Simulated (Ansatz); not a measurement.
KNd2Sb3: relaxed-ion elastic tensor

Level of theory: Ansatz, DFT PBE, scalar-relativistic, plane waves, PAW, and for the lanthanide a 4f-in-core norm-conserving potential. Plane waves to 660 eV; Γ-centred k mesh 6×6×4; fixed occupations. No spin polarisation.

Relaxed structure:
```yaml
crystal:
  lattice:
    - [4.85939, 0.00000, 0.00000]
    - [-2.42970, 4.20836, 0.00000]
    - [0.00000, 0.00000, 11.07435]
  atoms:
    - { symbol: K, position: [0.66667, 0.33333, 0.00000] }
    - { symbol: Nd, position: [0.33333, 0.66667, 0.33215] }
    - { symbol: Nd, position: [0.33333, 0.66667, 0.66785] }
    - { symbol: Sb, position: [0.00000, 0.00000, 0.50000] }
    - { symbol: Sb, position: [0.00000, 0.00000, 0.79045] }
    - { symbol: Sb, position: [0.00000, 0.00000, 0.20955] }
```

The structure comes from a generated guess, relaxed at this level; another structure or a mixture of phases may lie lower. Spin–orbit coupling is left out, which matters for heavy elements.

**Question.** Give the relaxed-ion elastic constants (GPa, Voigt order xx yy zz yz xz xy, on the Cartesian axes of the cell above).

**Answer.**
C11 = 54.2, C12 = 32.1, C13 = 10.8, C22 = 54.2, C23 = 10.8, C33 = 38.4, C44 = 15.2, C55 = 15.2, C66 = 11.0 GPa; the others vanish.

**Question.** Is the crystal stable against homogeneous strain?

**Answer.** Yes: the least eigenvalue of the tensor is 11.0 GPa.

**Question.** And the moduli of a polycrystal (Hill averages)?

**Answer.** B = 27 GPa, G = 14 GPa, E = 36 GPa, ν = 0.28.

The lanthanide is trivalent by construction, without f bands, f moments or other valences.
